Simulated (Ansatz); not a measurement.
## Be, a strained cell with displaced atoms

```
Be
1.0
     3.46199    2.01846   -0.02328
    -1.14701    2.00636    0.00530
    -0.02235   -0.00333    3.63898
Be
4
Direct
  0.20188 0.50402 0.23185
  0.64516 0.92814 0.22502
  0.32637 0.03988 0.76965
  0.84199 0.54024 0.74853
```

Single point in Ansatz 0.2.0 with m-r2SCAN, no spin polarisation. Cutoff 500 eV, PAW datasets, 5×8×5 (shifted by 0, 0.5, 0 steps) k mesh, gaussian filling (width 0.0676 eV).

(1) Is there a gap?

(2) What does the stress say?

(3) Where is the largest force?

Origin: a strained cell with displaced atoms, so it need not be a known compound. Caveats: the k mesh is coarse if the cell is a metal; atoms or cell far from equilibrium; m-r2SCAN is r2SCAN with a changed spin dependence that lowers moments.

Answers

(1) It is a metal, with about 0.18 states/eV a cell as the mean within 0.25 eV of the Fermi level.

(2) The pressure is -3.6 GPa (compression positive), so with the atoms held at these fractions the cell would first shrink; the forces are large, so a full relaxation may end otherwise. The principal stresses -7.1, -3.7, 0.1 GPa differ, so its shape would change too.

(3) The largest is on Be2: 1.83 eV/Å, components (0.36, 1.61, 0.79). It makes 148° with the line to a nearest neighbour, Be1 at 2.04 Å, pointing away from it.
